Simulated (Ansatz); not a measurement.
SrNbO3:
```yaml
crystal:
  lattice:
    - [4.03720, 0.00000, 0.00000]
    - [0.00000, 4.03720, 0.00000]
    - [0.00000, 0.00000, 4.03720]
  atoms:
    - { symbol: Sr, position: [0.50000, 0.50000, 0.50000] }
    - { symbol: Nb, position: [0.00000, 0.00000, 0.00000] }
    - { symbol: O, position: [0.00000, 0.50000, 0.00000] }
    - { symbol: O, position: [0.50000, 0.00000, 0.00000] }
    - { symbol: O, position: [0.00000, 0.00000, 0.50000] }
```

Relaxed with r²SCAN. Special points in fractions of this cell's reciprocal vectors: Γ (0.000, 0.000, 0.000); X (0.000, 0.500, 0.000); M (0.500, 0.500, 0.000); R (0.500, 0.500, 0.500).

**Question.** List the band energies nearest the Fermi level at these points for the program Ansatz at the r²SCAN with spin–orbit coupling level (PAW).

**Answer.** In eV from the Fermi level; about four levels below and three above (degenerate sets whole), none deeper than 8.9 eV; points with the same levels are listed once.

```json
[
 {"k": "Γ", "below": "-1.39 -1.39 -1.39 -1.39 -1.29 -1.29", "above": "1.69 1.69 1.69 1.69"},
 {"k": "X", "below": "-4.83 -4.83 -1.08 -1.08", "above": "1.20 1.20 1.28 1.28"},
 {"k": "M", "below": "-5.36 -5.36 -4.31 -4.31", "above": "1.24 1.24 1.31 1.31"},
 {"k": "R", "below": "-4.23 -4.23 -4.23 -4.23", "above": "2.47 2.47 2.47 2.47"}
]
```

Space group Pm-3m (cubic perovskite). The workflow started from a Materials Project entry (that database holds measured and hypothetical structures alike); the Crystallography Open Database copy checked does not list it. COD files the formula under space group No. 62. Its standing as an ambient phase is unchecked. Symmetry was held in the r²SCAN relaxation; its stability against distortions is not shown here. The run is not spin-polarised. With an odd number of electrons in the cell and no spin polarisation, the count alone makes it a metal.

Potentials: the later of the program's two PAW sets.
